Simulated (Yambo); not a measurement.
GaS (space group P6_3/mmc, No. 194), G0W0@PBEsol in Yambo with this input:

```
rim_cut
gw0
dyson
el_el_corr
HF_and_locXC
ppa
em1d
RandQpts= 1000000
RandGvec= 1 Ry
EXXRLvcs= 80 Ry
VXCRLvcs= 320 Ry
Chimod= "HARTREE"
% BndsRnXp
 1 | 265 |
%
NGsBlkXp= 7 Ry
% LongDrXp
 1.0 | 1.0 | 1.0 |
%
PPAPntXp= 27.2114 eV
% GbndRnge
 1 | 265 |
%
GTermKind= "BG"
DysSolver= "n"
ExtendOut
```

On a 3×3×1 mesh, with wavefunctions cut at 80 Ry, the gap (Γ → Γ) is 2.468 eV and the valence edge shifts by -0.610 eV.

Problem. What happens with this change: 3 Ry block?

Solution. The gap falls by 0.171 eV, to 2.297 eV; the shift of the valence edge becomes -0.278 eV. Neither run is shown to be the converged limit. The mesh misses a band edge: along a dense path the PBEsol gap is 1.44 eV against 1.52 eV on the mesh.

The standard potential for Ga keeps a d shell in the valence without the s and p states of that shell. In tests on such compounds this moved G0W0 gaps by up to about 0.9 eV, so absolute quasiparticle energies here are unreliable; differences between settings are what counts.

Spin-orbit coupling is not included.

Geometry relaxed with PBE+D3(BJ); primitive cell a = b = 3.5940 Å, c = 15.4367 Å, α = β = 90.00°, γ = 120.00°.

A shift is the quasiparticle energy of the state minus its PBEsol energy.
